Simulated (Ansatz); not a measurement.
Q: Each is relaxed and computed with DFT-PBE in the program Ansatz with PAW potentials. Which is the only metal?
A. TaC, I4_1md (Ta on 4a, C on 4a)
B. TaN, I4_1md (Ta on 4a, N on 4a)
C. Be2C, fluorite or antifluorite type
D. SiC, P6_3mc (Pearson symbol hP16)

A: A, TaC, I4_1md (Ta on 4a, C on 4a). TaC: metal; TaN: gap 0.57 eV (indirect); SiC: gap 1.78 eV (indirect); Be2C: gap 1.17 eV (indirect). Constructed cells (a structure type filled with these elements, in neither database checked): TaC, I4_1md (Ta on 4a, C on 4a); TaN, I4_1md (Ta on 4a, N on 4a). Not the usual ambient phase: TaC, I4_1md (Ta on 4a, C on 4a); TaN, I4_1md (Ta on 4a, N on 4a); SiC, P6_3mc (Pearson symbol hP16). All cells were relaxed under the symmetry of their starts (and spin orders); stability against distortions was not tested throughout. Rows with no word on spin ran without spin polarisation. Spin–orbit coupling is left out wherever it is not named.

Potentials: the later of the program's two PAW sets.
